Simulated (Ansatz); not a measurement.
SiCO₄:
```cif
data_C2O8Si2
_chemical_formula_sum 'Si2 C2 O8'
_space_group_name_H-M_alt 'I-4'
_space_group_IT_number 82
_space_group_name_Hall 'I -4'
_cell_length_a 4.37879
_cell_length_b 4.37879
_cell_length_c 6.54961
_cell_angle_alpha 90.000
_cell_angle_beta 90.000
_cell_angle_gamma 90.000
loop_
_atom_site_label
_atom_site_type_symbol
_atom_site_symmetry_multiplicity
_atom_site_Wyckoff_symbol
_atom_site_fract_x
_atom_site_fract_y
_atom_site_fract_z
_atom_site_occupancy
Si1 Si 2 a 0.00000 0.00000 0.00000 1
C1 C 2 c 0.00000 0.50000 0.25000 1
O1 O 8 g 0.14508 0.28192 0.13162 1
```
(The calculation used a cell of 6 atoms; values per cell refer to that cell.)

Relaxed with PBEsol.

Problem. Give the optical modes at the zone centre with their infrared activity from DFPT, DFT-PBEsol in the program Ansatz with PAW potentials.

Solution. Transverse frequencies, without the LO–TO term; a row sums one degenerate level.

```csv
ω (cm⁻¹),degeneracy,IR ((D/Å)²/amu),activity,symmetry
226,2,0.74,IR,E
451,1,0.00,IR-inactive,A
483,1,8.69,IR,B
493,1,0.00,IR-inactive,A
602,2,14.46,IR,E
632,1,0.70,IR,B
905,1,6.52,IR,B
945,2,9.35,IR,E
1011,2,64.55,IR,E
1022,1,28.98,IR,B
1084,1,0.00,IR-inactive,A
```

Problem. How high does the top mode go among those that the LO–TO term moves?

Solution. 1230 cm⁻¹ for q along x, 1230 cm⁻¹ for q along y, 1225 cm⁻¹ for q along z.

The start of the workflow was typed in or built on a structure type; neither database checked (COD, Materials Project) lists it. Whether it is the stable phase at ambient conditions was not checked. Symmetry was held in the PBEsol relaxation; its stability against distortions is not shown here.

Potentials: the later of the program's two PAW sets.
